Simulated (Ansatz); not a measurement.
HfO2:
```
HfO2
1.0
    5.54068     0.00000     0.00000
    0.00000     3.31669     0.00000
    0.00000     0.00000     6.46826
Hf O
4 8
Direct
  0.75212   0.25000   0.10898
  0.24788   0.75000   0.89102
  0.74788   0.75000   0.60898
  0.25212   0.25000   0.39102
  0.97752   0.75000   0.34041
  0.02248   0.25000   0.65959
  0.52248   0.25000   0.84041
  0.47752   0.75000   0.15959
  0.86021   0.75000   0.92433
  0.13979   0.25000   0.07567
  0.63979   0.25000   0.42433
  0.36021   0.75000   0.57567
```

The program Ansatz at the r²SCAN level (PAW) gives a gap of 3.98 eV without spin–orbit coupling, maximum at Γ, minimum at Γ.

Question: What happens when spin–orbit coupling is switched on?

Answer: The gap decreases by 0.06 eV, to 3.92 eV; maximum at Γ, minimum at Γ.

Question: Give the electron effective mass with spin–orbit coupling.

Answer: 0.63, 0.73, 3.1 mₑ (principal values).

Question: Give the hole effective mass with spin–orbit coupling.

Answer: 0.61, 0.83, 2.3 mₑ (principal values).

Space group Pnma. The workflow started from a Materials Project entry (that database holds measured and hypothetical structures alike); the Crystallography Open Database copy checked does not list it. It is not the phase usual at ambient conditions (space group No. 14, 29). Symmetry was held in the r²SCAN relaxation; of distortions, only those at the zone centre were tested. No spin polarisation was allowed.

Potentials: the later of the program's two PAW sets.
